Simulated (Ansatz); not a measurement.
Given:

SrCd$_{2}$Ge$_{2}$:
```cif
data_Cd4Ge4Sr2
_chemical_formula_sum 'Sr2 Ge4 Cd4'
_space_group_name_H-M_alt 'I4/mmm'
_space_group_IT_number 139
_space_group_name_Hall '-I 4 2'
_cell_length_a 4.53512
_cell_length_b 4.53512
_cell_length_c 11.63243
_cell_angle_alpha 90.000
_cell_angle_beta 90.000
_cell_angle_gamma 90.000
loop_
_atom_site_label
_atom_site_type_symbol
_atom_site_symmetry_multiplicity
_atom_site_Wyckoff_symbol
_atom_site_fract_x
_atom_site_fract_y
_atom_site_fract_z
_atom_site_occupancy
Sr1 Sr 2 a 0.00000 0.00000 0.00000 1
Ge1 Ge 4 e 0.00000 0.00000 0.39118 1
Cd1 Cd 4 d 0.00000 0.50000 0.25000 1
```
(The calculation used a cell of 5 atoms; values per cell refer to that cell.)

This is the r²SCAN-relaxed structure.

Q: All from r²SCAN (plane waves, PAW; program Ansatz), unless another level is named. Give the electronic character.

A: metallic (no gap).

Q: And the formation energy from the elements (no fitted shifts)?

A: -362 meV/atom.

Q: And the density of states at the Fermi level?

A: 0.41 states/eV per atom (mean over ±0.08 eV).

The workflow started from an entry of the Crystallography Open Database (COD). Whether it is the stable phase at ambient conditions was not checked. Symmetry was held in the r²SCAN relaxation; whether a distortion lowers the energy is not shown. The references are the lowest solids computed at this level, not always the standard phases. Scalar-relativistic: spin–orbit coupling is off unless named, which matters more the heavier the elements.

Potentials: the later of the program's two PAW sets.
